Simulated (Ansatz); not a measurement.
**Structure relaxation, Sn**

The start is a relaxed Sn cell displaced along its unstable phonon at q = Γ (37i cm⁻¹), largest move 0.15 Å. The structure is fully relaxed (lattice and positions, P = 0) with PBEsol (plane waves to 420 eV, PAW, scalar-relativistic; Ansatz, a program for electronic structure). First-step values are on the input's coarse k-mesh.

Ansatz input (later rounds restart from its end on a renewed k-mesh):
Ansatz 0.2 input:
```yaml
crystal:
  lattice:
    - [5.3864410789, 0, 0]
    - [-2.6932205394, 4.6647948103, 0]
    - [0, 0, 3.1575087447]
  atoms:
    - { symbol: Sn, position: [0, 0, -0.0475058067] }
    - { symbol: Sn, position: [0.3333333333, 0.6666666667, 0.5237529033] }
    - { symbol: Sn, position: [0.6666666667, 0.3333333333, 0.5237529033] }
basis: { ecutwfc: 420, ecutrho_ratio: 4, xc_grid: 2, fft_grid_basis: typed }
kpoints: { mp_grid: { grid: [7, 7, 10] } }
hamiltonian:
  xc: pbesol
  dispersion: none
  pseudopotentials: { kind: paw }
scf: { occupations: { method: fermi_dirac, width: 0.05 } }
relax: { f_tol: 0.01, max_steps: 100, cell: { stress_tol: 0.02 } }
output: { forces: true, stress: true }
```

Which atoms feel the largest initial force, and how large is it?

0.07 eV/Å, on Sn1 (atoms numbered as listed).

How does the volume change?

+1.8 %, from 26.45 to 26.92 Å³/atom.

Does it find its way back to the structure it was made from?

It does not go back: it reaches P6/mmm (No. 191), AFLOW prototype A_hP1_191_a (A_f, as in Sn), 0.04 eV/atom below the parent.

How do the shortest distances between atoms change?

The closest pairs of elements (up to four, under 3.6 Å), start → end: Sn–Sn 3.11 → 3.03 Å.

What band gap does the relaxed structure have at this level?

Zero (metallic).

Final values are on a 17×17×15 k-mesh of the relaxed cell. No spin polarisation in the result.

The run could not lose the symmetry of its start: the end is stationary, and may be a saddle point rather than a minimum.

The relaxed structure here is a generated cell of Sn: the first start was made by placing the elements on the sites of a structure type, and the end was not matched to a known phase here, so it may be hypothetical. Known forms of Sn include space group No. 141, 227.
